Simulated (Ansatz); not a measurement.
# 61Ni nuclear quadrupole resonance in SiNi₃ at a changed volume

Cell: an entry of the Crystallography Open Database (COD), relaxed with PBE at fixed cell and then changed (volume scaled by 1.04, ions relaxed).

```cif
data_structure
_symmetry_space_group_name_H-M 'P 1'
_symmetry_Int_Tables_number 1
_cell_length_a 3.5978
_cell_length_b 3.5978
_cell_length_c 3.5978
_cell_angle_alpha 90.000
_cell_angle_beta 90.000
_cell_angle_gamma 90.000
_cell_volume 46.57
loop_
_atom_site_label
_atom_site_type_symbol
_atom_site_fract_x
_atom_site_fract_y
_atom_site_fract_z
_atom_site_occupancy
Si1 Si 0.00000 0.00000 0.00000 1
Ni2 Ni 0.00000 0.50000 0.50000 1
Ni3 Ni 0.50000 0.00000 0.50000 1
Ni4 Ni 0.50000 0.50000 0.00000 1
```

Atoms are numbered from 1 in the order listed; like atoms form one site, named after its first atom.

Level of theory: DFT, PBE, plane waves and PAW, scalar-relativistic, collinear spin, 420 eV cutoff, Γ-centred 13×13×13 k-points, Fermi–Dirac smearing 0.05 eV (Ansatz 0.2.0). Start moments as typed (μB): 1.5 on each Ni, none on the rest.

61Ni: I = 3/2, Q = 162.0 mb (year-2017 value). Static lattice, zero field.

Q: Predict the zero-field 61Ni lines of each site.

A: For I = 3/2 there is one line, ν = (|C_Q|/2)(1 + η²/3)^½.

```json
{"site": "Ni", "atoms": "2, 3, 4", "V_zz (10²¹ V/m²)": "-4.29", "C_Q (MHz)": "-16.8", "η": "0.00", "line frequencies (MHz)": "8.41"}
```

An axis of threefold or higher order runs through Ni, so V_zz lies along it and η is zero.

With no gap above 0.1 eV, as in a metal, the gradients converge slowly in k; expect changes of a tenth or more on a denser mesh. With these PAW files V_zz is typically within 2 to 3 % of all-electron values, but misses above 10 % occur on Ni. At this changed cell the PBE pressure is -14 GPa. The start moments die out, and the run ends without spin.
